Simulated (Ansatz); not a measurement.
With PBEsol in the plane-wave PAW code Ansatz, MgO in the tetragonal phase (P4_2/mnm; Mg on 4g, O on 4f) relaxes to a = 5.510 Å, c = 3.276 Å. Its formation energy from the elements is -2.59 eV/atom, with no fitted shifts.

The Kohn–Sham gap is 3.36 eV (smallest direct gap 3.37 eV). The valence maximum lies on the M–Γ line, 83 % of the way from M and the conduction minimum at Γ. The screened hybrid HSE06 puts the gap at 5.07 eV. Electrons at the band edge weigh 0.34, 0.34, 0.36 mₑ (principal values).

The bulk modulus is 1040 kbar. The relaxed-ion elastic constants in GPa are C11 = 122, C12 = 96.1, C13 = 96.0, C33 = 205, C44 = 44.5, C66 = 67.2. The elastic constants imply a Debye temperature near 532 K. Perturbation theory gives ε∞ = 3.01 (xx = yy), 2.96 (zz). Letting the ions move raises it to ε0 = 6.13 (xx = yy), 5.07 (zz). Born charges are Mg +1.80, O -1.80 e. The phonon dispersion is stable (no imaginary branch). Without the LO–TO term the highest mode at Γ lies at 603 cm⁻¹.

The start of the workflow was typed in or built on a structure type; neither database checked (COD, Materials Project) lists it. It is not the phase usual at ambient conditions (space group No. 225). Symmetry was held in the PBEsol relaxation. The references are the lowest solids computed at this level, not always the standard phases (solids in place of the gases).

Potentials: the later of the program's two PAW sets.
